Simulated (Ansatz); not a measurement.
What a change of settings does to a run on CdS

The cell comes from COD entry 1011054, which wasn't checked; take it as a given geometry. It is an old determination, and later ones may differ. The listed cell was then made from it by scaling, straining or moving an atom.

First run: DFT, LDA, PAW with Ansatz's default frozen-core files, scalar-relativistic (Ansatz 0.2.0).

Command: `ansatz run input.yaml --threads 1 --pin off --max-ram 3072MiB --backend cpu --events-out ev --progress --plain --runs-dir out` The run took 22 s on 1 thread of Arm Neoverse V2 (shared host), peak memory 0.36 GiB.

```yaml
crystal:
  lattice:
    - [4.2046115258, 0.0, 0.0]
    - [-2.1023057629, 3.6413003944, 0.0]
    - [0.0, 0.0, 6.8256549035]
  atoms:
    - { symbol: Cd, position: [0.3333333333, 0.6666666667, 0.0] }
    - { symbol: Cd, position: [0.6666666667, 0.3333333333, 0.5] }
    - { symbol: S, position: [0.3333333333, 0.6666666667, 0.375] }
    - { symbol: S, position: [0.6666666667, 0.3333333333, 0.875] }
kpoints:
  mp_grid: { grid: [7, 7, 4] }
scf:
  occupations: { method: fermi_dirac, width: 0.02 }
hamiltonian:
  xc: lda
  pseudopotentials: { kind: paw }
output:
  forces: true
  stress: true
  efg: { contact_densities: true }
relax:
  f_tol: 0.005
  max_steps: 80
  cell: {}
```

Result: converged; relaxed volume 23.850 Å³/atom; 28 SCF iterations in all.

A second input differs as follows:

```diff
@@ -13,4 +13,5 @@
 scf:
   occupations: { method: fermi_dirac, width: 0.02 }
+  max_iter: 1
 hamiltonian:
   xc: lda
```

**Question.** What is wrong with it, and what does the program do?

**Answer.** The fault is too few SCF iterations. The run did not converge (1 SCF iterations in all). The log ends:
```
Non-local potential: S, projectors of the file, l = 0: 2, l = 1: 2, l = 2: 2
PAW form: soft (Blöchl's): semilocal exchange-correlation on the pseudo side does not see the compensation charge
PAW frozen core: Cd, regenerated for the run's functional, and the local potential with it (the file was generated under x = pbe(κ = 0.804, μ = 0.2195149727645171), c = pbe(β = 0.06672455060314922))
PAW frozen core: S, regenerated for the run's functional, and the local potential with it (the file was generated under x = pbe(κ = 0.804, μ = 0.2195149727645171), c = pbe(β = 0.06672455060314922))
PAW one-centre angular grid: Cd, 590 points (default); XC on 64 Gauss nodes
PAW one-centre angular grid: S, 110 points (default); XC on 64 Gauss nodes
Initial density: superposition of atomic densities (neutral atoms: chi_scale 0, normalization atom), corrected by the library's trained network
Initial wavefunctions: pseudopotential atomic-orbital guess
Functional: x = slater, c = lda
SCF iter   1: F=—  HF=-17977.162671 eV  |F-HF|=—  |Δ(HF+E_count)|=         —  Δρ=8.38e-3  dr2=7.68e-2  ethr=1.77e-3  ⟨swp⟩=1.0  Hψ=4031  notcnv=0
preconditioner: auto → Resta (q_TF=auto, 2.429 Å⁻¹)  ε∞=4.8  [insulator: Δε(μ)=0.715 eV  Ē_g=11.222 eV  σ=0.020 eV  W_gap=1.00  n_scr=22 (ndim 8)  ℏωp=21.8 eV  f_vac=0.144  D(μ)=0.00/eV (n_scr^D=0)  ε∞_Penn≈4.8]
Error: did not converge after 1 iterations: dr2 = 7.68e-2 (threshold 1.00e-7), under the density mixer `msr1`, which `scf.mixing.algorithm: auto` chose by the deck's other keys (type `scf.mixing.algorithm: msr1` to keep it); raise `scf.max_iter`, which need not help a stalled SCF, or adjust the mixing (`scf.mixing`) or, under a smearing, its width (`scf.occupations.width`, in either direction: another width is another result); this SCF holds its density and magnetisation to the symmetry operations that it keeps, and cannot end on a state that breaks one of them: if the state sought breaks one, re-run with `crystal.symmetry.detect: false`, without `crystal.symmetry.time_reversal: true`, on a non-collinear deck whose state breaks time reversal, with `crystal.symmetry.time_reversal: false` beside it (there exact exchange or a DFT+U term alone can polarise the run; a magnetic state wants starting moments), where the deck allows it (that run may end on another state, and need not converge either) — the other mixer that `auto` picks from is left to try (`scf.mixing.algorithm: broyden`); it can need more iterations, either can converge an SCF that the other leaves open, and the two can end on different states; the input reference at `scf.mixing.algorithm` says more, and from which start to try it
```
